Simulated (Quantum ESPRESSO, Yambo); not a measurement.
For Rb2NaAlF6 (space group Fm-3m, No. 225), Yambo gives the independent-particle static dielectric constant along x as 2.19 on LDA bands and 1.92 after a scissor of 4.37 eV widens every gap (4×4×4 mesh, 122 bands, 3 Ry local-field block, 0.2 eV broadening).

**Question.** A scissor keeps the position matrix elements. In a one-oscillator model, how does ε − 1 scale, and what mean transition energy do the two values imply?

**Answer.** Each transition adds |r|²/E to ε − 1, so ε − 1 ∝ 1/(E0 + Δ). Then (1.92 − 1)/(2.19 − 1) = E0/(E0 + Δ) = 0.773, and E0 = Δ(ε' − 1)/(ε − ε') = 14.9 eV. The computed Im ε, weighted by 1/E up to 20 eV, has its mean at 13.9 eV; the smallest direct LDA gap is 6.45 eV. The scissor comes from a G0W0 run whose convergence isn't established. Convergence of the RPA response with its 4×4×4 mesh was not tested.

Bands from Quantum ESPRESSO.

Geometry of the Materials Project entry, not relaxed at this level; primitive cell a = b = c = 5.975 Å, α = β = γ = 60.00°.

The structure is a Materials Project entry; no match was found in the copy of COD used, and its stability was not checked.
